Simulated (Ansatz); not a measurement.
Geometry optimisation in Ansatz: input, command and trajectory.

```yaml
crystal:
  lattice:
    - [5.1531142564, 9.81044e-05, -7.5114e-05]
    - [2.5764582289, 5.2093720345, 0.0188429899]
    - [4.61668e-05, 2.8211212404, 6.8518140733]
  atoms:
    - { symbol: Ti, position: [0.884074515, 0.2528635529, 0.7837729903] }
    - { symbol: Ti, position: [0.8630619321, 0.2528635529, 0.2837729903] }
    - { symbol: Ti, position: [0.1369380679, 0.7471364471, 0.7162270097] }
    - { symbol: Ti, position: [0.115925485, 0.7471364471, 0.2162270097] }
    - { symbol: Ti, position: [0.5, 1.0, 0.5] }
    - { symbol: Ti, position: [0.5, 1.0, 0.0] }
    - { symbol: O, position: [0.4691101013, 0.3792846539, 0.840891602] }
    - { symbol: O, position: [0.6907108822, 0.0, 0.25] }
    - { symbol: O, position: [0.234431981, 0.8428516963, 0.4415972107] }
    - { symbol: O, position: [0.9227163227, 0.8428516963, 0.9415972107] }
    - { symbol: O, position: [0.5308898987, 0.6207153461, 0.159108398] }
    - { symbol: O, position: [0.765568019, 0.1571483037, 0.5584027893] }
    - { symbol: O, position: [0.3092891178, 0.0, 0.75] }
    - { symbol: O, position: [0.8483947552, 0.6207153461, 0.659108398] }
    - { symbol: O, position: [0.0772836773, 0.1571483037, 0.0584027893] }
    - { symbol: O, position: [0.1516052448, 0.3792846539, 0.340891602] }
basis:
  ecutwfc: 420
kpoints:
  mp_grid: { grid: [8, 8, 6] }
hamiltonian:
  xc: pbesol
scf:
  occupations: { method: gaussian, width: 0.1 }
output:
  forces: true
  stress: true
  eigenvalues: true
relax:
  adjacent_minimum: "off"
  f_tol: 0.01
  max_steps: 30
  cell: { stress_tol: 0.1, fix: [volume] }
```

```bash
ansatz run input.yaml --threads 4 --pin off --max-ram 10240MiB --backend cpu --events-out ev --progress --plain --runs-dir out
```

All numbers below come from DFT PBEsol, scalar-relativistic, plane waves, PAW (Ansatz).

The volume is held at 1.1 times that of the relaxed cell.

Of 7 frames 6 are shown, positions in Å and forces in eV/Å; the SCF threshold varies from step to step. Steps run on the plane waves of an earlier cell, with a Pulay correction in the pressure. The basis is chosen afresh for the last frame, the zero of the energies, and at times for earlier ones too; energy and pressure can step there, also at an unchanged geometry. Where two frames share a geometry here, they differ by under 2 meV/atom and 0.3 GPa.

```xyz
16
Lattice="5.1531 0.0001 -0.0001 2.5765 5.2094 0.0188 0.0000 2.8211 6.8518" Properties=species:S:1:pos:R:3:forces:R:3 pbc="T T T" step=1 free_energy_over_end_meV_per_atom=1.32 pressure_GPa=-16.93
Ti    5.2073    3.5285    5.3750   -0.0095    0.0357    0.0568
Ti    5.0990    2.1179    1.9491    0.0095    0.0357    0.0568
Ti    2.6307    5.9127    4.9215   -0.0095   -0.0357   -0.0568
Ti    2.5224    4.5021    1.4956    0.0095   -0.0357   -0.0568
Ti    5.1530    6.6200    3.4447    0.0000    0.0000    0.0000
Ti    5.1530    5.2094    0.0188    0.0000    0.0000    0.0000
O     3.3946    4.3481    5.7687   -0.0038   -0.0263   -0.0816
O     3.5593    0.7053    1.7129    0.1362    0.0000    0.0000
O     3.3796    5.6365    3.0416   -0.0516    0.2087    0.0555
O     6.9265    7.0472    6.4675    0.0516    0.2087    0.0555
O     4.3350    3.6825    1.1018    0.0038    0.0263    0.0816
O     4.3500    2.3940    3.8290    0.0516   -0.2087   -0.0555
O     1.5938    2.1159    5.1388   -0.1362    0.0000    0.0000
O     5.9712    5.0930    4.5277   -0.0038    0.0263    0.0816
O     0.8031    0.9834    0.4031   -0.0516   -0.2087   -0.0555
O     1.7585    2.9375    2.3429    0.0038   -0.0263   -0.0816
16
Lattice="5.1480 0.0001 -0.0001 2.5739 5.2154 0.0203 0.0000 2.8263 6.8515" Properties=species:S:1:pos:R:3:forces:R:3 pbc="T T T" step=2 free_energy_over_end_meV_per_atom=0.52 pressure_GPa=-16.47
Ti    5.1980    3.5345    5.3706   -0.0016   -0.0144    0.0909
Ti    5.0981    2.1213    1.9449    0.0016   -0.0144    0.0909
Ti    2.6239    5.9204    4.9268   -0.0016    0.0144   -0.0909
Ti    2.5240    4.5073    1.5011    0.0016    0.0144   -0.0909
Ti    5.1480    6.6286    3.4460    0.0000    0.0000    0.0000
Ti    5.1479    5.2154    0.0203    0.0000    0.0000    0.0000
O     3.3841    4.3475    5.7570    0.0014   -0.0034   -0.0341
O     3.5636    0.7066    1.7128    0.0589    0.0000    0.0000
O     3.3695    5.6580    3.0465    0.0239    0.0750    0.0181
O     6.9265    7.0712    6.4722   -0.0239    0.0750    0.0181
O     4.3379    3.6942    1.1147   -0.0014    0.0034    0.0341
O     4.3526    2.3838    3.8252   -0.0239   -0.0750   -0.0181
O     1.5845    2.1197    5.1386   -0.0589    0.0000    0.0000
O     5.9581    5.1074    4.5404    0.0014    0.0034    0.0341
O     0.7955    0.9705    0.3995    0.0239   -0.0750   -0.0181
O     1.7639    2.9344    2.3313   -0.0014   -0.0034   -0.0341
16
Lattice="5.1483 0.0001 -0.0001 2.5740 5.2206 0.0289 0.0000 2.8404 6.8490" Properties=species:S:1:pos:R:3:forces:R:3 pbc="T T T" step=3 free_energy_over_end_meV_per_atom=0.22 pressure_GPa=-16.18
Ti    5.1945    3.5454    5.3752    0.0095   -0.0275    0.0727
Ti    5.1021    2.1252    1.9507   -0.0095   -0.0275    0.0727
Ti    2.6203    5.9359    4.9271    0.0095    0.0275   -0.0727
Ti    2.5279    4.5157    1.5026   -0.0095    0.0275   -0.0727
Ti    5.1482    6.6408    3.4533    0.0000    0.0000    0.0000
Ti    5.1482    5.2206    0.0288    0.0000    0.0000    0.0000
O     3.3797    4.3587    5.7487    0.0081   -0.0088    0.0064
O     3.5716    0.7102    1.7122    0.0187    0.0000    0.0000
O     3.3719    5.6753    3.0519    0.0138    0.0248    0.0298
O     6.9246    7.0956    6.4764   -0.0138    0.0248    0.0298
O     4.3427    3.7024    1.1292   -0.0081    0.0088   -0.0064
O     4.3505    2.3857    3.8259   -0.0138   -0.0248   -0.0298
O     1.5767    2.1303    5.1367   -0.0187    0.0000    0.0000
O     5.9538    5.1226    4.5536    0.0081    0.0088   -0.0064
O     0.7978    0.9655    0.4014    0.0138   -0.0248   -0.0298
O     1.7686    2.9385    2.3242   -0.0081   -0.0088    0.0064
16
Lattice="5.1480 0.0001 -0.0001 2.5739 5.2097 0.0373 0.0000 2.8455 6.8684" Properties=species:S:1:pos:R:3:forces:R:3 pbc="T T T" step=4 free_energy_over_end_meV_per_atom=0.04 pressure_GPa=-15.89
Ti    5.2006    3.5449    5.4100   -0.0019    0.0126   -0.0206
Ti    5.0955    2.1221    1.9758    0.0019    0.0126   -0.0206
Ti    2.6265    5.9331    4.9297   -0.0019   -0.0126    0.0206
Ti    2.5214    4.5104    1.4956    0.0019   -0.0126    0.0206
Ti    5.1479    6.6325    3.4714    0.0000    0.0000    0.0000
Ti    5.1479    5.2097    0.0372    0.0000    0.0000    0.0000
O     3.3823    4.3583    5.7666   -0.0073   -0.0009    0.0135
O     3.5747    0.7114    1.7170    0.0004    0.0000    0.0000
O     3.3732    5.6694    3.0696    0.0058    0.0004   -0.0141
O     6.9227    7.0922    6.5037   -0.0058    0.0004   -0.0141
O     4.3397    3.6969    1.1389    0.0073    0.0009   -0.0135
O     4.3487    2.3859    3.8360   -0.0058   -0.0004    0.0141
O     1.5734    2.1341    5.1512   -0.0004    0.0000    0.0000
O     5.9563    5.1197    4.5731   -0.0073    0.0009   -0.0135
O     0.7993    0.9631    0.4018    0.0058   -0.0004    0.0141
O     1.7657    2.9356    2.3325    0.0073   -0.0009    0.0135
16
Lattice="5.1496 0.0001 -0.0001 2.5747 5.2121 0.0427 0.0000 2.8540 6.8661" Properties=species:S:1:pos:R:3:forces:R:3 pbc="T T T" step=5 free_energy_over_end_meV_per_atom=0.02 pressure_GPa=-15.92
Ti    5.2016    3.5526    5.4053    0.0069   -0.0250    0.0100
Ti    5.0976    2.1257    1.9722   -0.0069   -0.0250    0.0100
Ti    2.6267    5.9405    4.9365    0.0069    0.0250   -0.0100
Ti    2.5227    4.5135    1.5035   -0.0069    0.0250   -0.0100
Ti    5.1495    6.6391    3.4757    0.0000    0.0000    0.0000
Ti    5.1495    5.2122    0.0427    0.0000    0.0000    0.0000
O     3.3838    4.3667    5.7694   -0.0016   -0.0007   -0.0012
O     3.5760    0.7136    1.7165    0.0077    0.0000    0.0000
O     3.3754    5.6756    3.0736   -0.0077   -0.0040   -0.0026
O     6.9236    7.1026    6.5066    0.0077   -0.0040   -0.0026
O     4.3406    3.6995    1.1394    0.0016    0.0007    0.0012
O     4.3489    2.3906    3.8352    0.0077    0.0040    0.0026
O     1.5736    2.1405    5.1495   -0.0077    0.0000    0.0000
O     5.9586    5.1265    4.5724   -0.0016    0.0007    0.0012
O     0.8007    0.9636    0.4022   -0.0077    0.0040    0.0026
O     1.7658    2.9397    2.3363    0.0016   -0.0007   -0.0012
16
Lattice="5.1486 0.0001 -0.0001 2.5742 5.2120 0.0411 0.0000 2.8518 6.8666" Properties=species:S:1:pos:R:3:forces:R:3 pbc="T T T" step=7 free_energy_over_end_meV_per_atom=0.00 pressure_GPa=-15.92
Ti    5.2015    3.5500    5.4066   -0.0005    0.0012   -0.0003
Ti    5.0957    2.1241    1.9733    0.0005    0.0012   -0.0003
Ti    2.6272    5.9399    4.9344   -0.0005   -0.0012    0.0003
Ti    2.5213    4.5139    1.5011    0.0005   -0.0012    0.0003
Ti    5.1485    6.6380    3.4744    0.0000    0.0000    0.0000
Ti    5.1485    5.2121    0.0411    0.0000    0.0000    0.0000
O     3.3822    4.3647    5.7692    0.0003    0.0007   -0.0011
O     3.5758    0.7130    1.7166    0.0005    0.0000    0.0000
O     3.3741    5.6744    3.0717   -0.0017   -0.0006   -0.0014
O     6.9230    7.1004    6.5050    0.0017   -0.0006   -0.0014
O     4.3407    3.6993    1.1385   -0.0003   -0.0007    0.0011
O     4.3487    2.3895    3.8360    0.0017    0.0006    0.0014
O     1.5729    2.1389    5.1500   -0.0005    0.0000    0.0000
O     5.9564    5.1252    4.5718    0.0003   -0.0007    0.0011
O     0.7999    0.9635    0.4028   -0.0017    0.0006    0.0014
O     1.7664    2.9387    2.3359   -0.0003    0.0007   -0.0011
```

Time: 69 s on 4 threads of AMD EPYC 9R45 96-Core Processor (Zen 5), on a shared host, peak memory 1.6 GiB.

Spin polarisation was left out, and a magnetic state may lie lower.